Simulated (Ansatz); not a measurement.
HfO2: rigid cleavage

Level of theory: DFT r2SCAN, scalar-relativistic, plane waves, PAW (Ansatz 0.2.0). Settings: plane waves to 500 eV, k-mesh 6×6×3 (Γ-centred), Gaussian smearing 0.05 eV. Spin–orbit coupling is left out, which can shift energies with elements as heavy as these. No spin polarisation. Energies are free energies at this smearing, counted from the undisturbed cell; pressure is positive in compression.

Reference structure (as given, not relaxed at this level; it stands at -8.4 GPa; this fluorite-type form isn't the usual structure):

```xyz
12
Lattice="-2.5575 -2.5575 0.0000 2.5575 -2.5575 0.0000 0.0000 0.0000 10.2300" Properties=species:S:1:pos:R:3 pbc="T T T"
Hf    0.0000    0.0000    9.5906
Hf    0.0000   -2.5575    1.9181
Hf    0.0000    0.0000    4.4756
Hf    0.0000   -2.5575    7.0331
O    -1.2788   -1.2788    0.6394
O     1.2788   -1.2788    3.1969
O    -1.2788   -1.2788    5.7544
O     1.2788   -1.2788    8.3119
O    -1.2788   -1.2788    3.1969
O     1.2788   -1.2788    5.7544
O    -1.2788   -1.2788    8.3119
O     1.2788   -1.2788    0.6394
```

The cut lies on the cell's a–b face, a (0 0 1) plane (indices in the standard cell, whose axes needn't be the Cartesian ones shown) of area 13.08 Å², between layers 1.28 Å apart. Vector c is lengthened by d along the normal with the atoms' Cartesian places fixed: one unrelaxed cut a cell. At -8 GPa the given cell is far from its own equilibrium, so these figures belong to a strongly strained crystal.

```tsv
d (Å)	energy (J/m²)
-0.30	1.26
-0.15	0.22
0.00	0.00
0.25	0.97
0.50	3.00
0.75	5.44
1.00	7.64
1.50	10.74
2.00	12.34
3.00	13.32
4.50	13.64
6.00	13.75
```

**Question.** Predict the traction dE/dd (GPa) at each point.

**Answer.**
| d (Å) | traction dE/dd (GPa) |
| --- | --- |
| -0.30 | -99.7 |
| -0.15 | -40.0 |
| 0.00 | 8.4 |
| 0.25 | 64.6 |
| 0.50 | 93.5 |
| 0.75 | 97.8 |
| 1.00 | 77.3 |
| 1.50 | 46.1 |
| 2.00 | 20.1 |
| 3.00 | 4.2 |
| 4.50 | 1.1 |
| 6.00 | 0.5 |

Cost: 12 runs of about 14 core-minutes in all, on Intel Xeon Platinum 8488C (Sapphire Rapids) (shared hosts).